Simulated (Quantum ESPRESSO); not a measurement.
pw.x input (Quantum ESPRESSO 7.5; PBEsol, PseudoDojo standard norm-conserving files, scalar-relativistic):

```
&CONTROL
  calculation = 'scf'
  pseudo_dir = './pseudo'
  outdir = './out'
  tprnfor = .true.
  tstress = .true.
/
&SYSTEM
  ibrav = 0
  nat = 3
  ntyp = 2
  ecutwfc = 84.0
  ecutrho = 336.0
  occupations = 'smearing'
  smearing = 'fd'
  degauss = 0.005
  nbnd = 20
/
&ELECTRONS
  conv_thr = 3e-10
/
ATOMIC_SPECIES
N 14.0070 N.upf
Mo 95.9500 Mo.upf
CELL_PARAMETERS angstrom
  1.440779965000   0.831834701000   5.002097000000
 -1.440779965000   0.831834701000   5.002097000000
  0.000000000000  -1.663669401000   5.002097000000
ATOMIC_POSITIONS crystal
N   0.000000000000   0.000000000000   0.000000000000
Mo   0.242890000000   0.242890000000   0.242890000000
Mo   0.757110000000   0.757110000000   0.757110000000
K_POINTS automatic
18 18 18 0 0 0
```

End of the output:

```
     total energy              =    -301.85919249 Ry
     estimated scf accuracy    <       0.00000074 Ry
     total energy              =    -301.85919258 Ry
     estimated scf accuracy    <       0.00000004 Ry
     total energy              =    -301.85919260 Ry
     estimated scf accuracy    <       0.00000002 Ry
[...]
     the Fermi energy is    20.8354 ev
!    total energy              =    -301.85919260 Ry
     estimated scf accuracy    <          1.9E-11 Ry
     smearing contrib. (-TS)   =      -0.00197215 Ry
     internal energy E=F+TS    =    -301.85722045 Ry
     The total energy is F=E-TS. E is the sum of the following terms:
     one-electron contribution =     -30.79139650 Ry
     hartree contribution      =      37.46903788 Ry
     xc contribution           =     -47.06666091 Ry
     ewald contribution        =    -261.46820092 Ry
     convergence has been achieved in  11 iterations
     Forces acting on atoms (cartesian axes, Ry/au):
     atom    1 type  1   force =     0.00000000    0.00000000   -0.00000000
     atom    2 type  2   force =     0.00000000    0.00000000    0.00986269
     atom    3 type  2   force =     0.00000000    0.00000000   -0.00986269
     Total force =     0.013948     Total SCF correction =     0.000037
     Computing stress (Cartesian axis) and pressure
          total   stress  (Ry/bohr**3)                   (kbar)     P=      -65.11
  -0.00035842  -0.00000000   0.00000000          -52.73       -0.00        0.00
   0.00000000  -0.00035842   0.00000000            0.00      -52.73        0.00
   0.00000000   0.00000000  -0.00061096            0.00        0.00      -89.87
```

Spin-orbit coupling is not included.

Geometry of the Materials Project entry, not relaxed at this level.
